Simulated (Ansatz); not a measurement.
NaBi:
```
NaBi
1.0
    3.36482     0.00000     0.00000
    0.00000     3.36482     0.00000
    0.00000     0.00000     4.89939
Na Bi
1 1
Direct
  0.50000   0.50000   0.50000
  0.00000   0.00000   0.00000
```

Relaxed with PBEsol. Special points in fractions of this cell's reciprocal vectors: Γ (0.000, 0.000, 0.000); X (0.000, 0.500, 0.000); M (0.500, 0.500, 0.000); Z (0.000, 0.000, 0.500); R (0.000, 0.500, 0.500); A (0.500, 0.500, 0.500).

Q: List the band energies nearest the Fermi level at these points for the program Ansatz at the PBEsol level (PAW).

A: In eV from the Fermi level; about four levels below and three above (degenerate sets whole), none deeper than 8.9 eV; points with the same levels are listed once.

| k | below | above |
|---|---|---|
| Γ | -2.15 | 0.33 3.10 3.10 |
| X | -4.45 -0.37 | 2.96 4.45 4.56 |
| M | -8.78 -2.62 -2.62 | 1.58 2.41 5.64 |
| Z | -4.30 | 3.26 3.26 6.21 |
| R | -4.10 -2.09 | 1.32 5.04 8.33 |
| A | -8.66 -2.42 -2.42 -0.12 | 3.00 3.60 3.60 |

Space group P4/mmm (L1₀ or tetragonal B2). The first step of the workflow began from a Materials Project structure, measured or hypothetical; the Crystallography Open Database copy checked does not list it. With Na and Bi taken as one species the cell has the higher symmetry Fm-3m, so it may be an ordered model of a mixed-site phase. Its standing as an ambient phase is unchecked. The cell was relaxed with PBEsol under the symmetry of its start; of distortions, only those at the zone centre were tested. Scalar-relativistic: spin–orbit coupling is off unless named, which matters more the heavier the elements.

Potentials: the later of the program's two PAW sets.
